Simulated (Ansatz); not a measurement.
Input and command of a plane-wave DFT calculation in Ansatz:

```yaml
crystal:
  lattice:
    - [4.68, 0.0, 0.0]
    - [0.0, 5.66, 0.0]
    - [-0.02834, 0.0, 4.91992]
  atoms:
    - { symbol: Mg, position: [0.5, 0.32, 0.75] }
    - { symbol: Mg, position: [0.5, 0.68, 0.25] }
    - { symbol: W, position: [0.0, 0.818, 0.75] }
    - { symbol: W, position: [0.0, 0.182, 0.25] }
basis:
  ecutwfc: 420
kpoints:
  mp_grid: { grid: [4, 4, 4] }
hamiltonian:
  xc: pbe
scf:
  occupations: { method: gaussian, width: 0.1 }
  lower_state_search: "off"
output:
  forces: true
  stress: true
  eigenvalues: true
```

```bash
ansatz run input.yaml --threads 1 --pin off --max-ram 2560MiB --backend cpu --events-out ev --progress --plain --runs-dir out
```

Processor: Arm Neoverse V2, 1 thread, on a host shared with other jobs.

Q: How long does it run, and how much memory does it take?

A: About 5.2 s on 1 thread of Arm Neoverse V2 (shared host), peak memory 0.38 GiB. It solves 29 bands at 30 k points (the mesh reduced by the symmetry that the task leaves, which can be less than the crystal's) with about 2569 plane waves, in 7 SCF iterations.
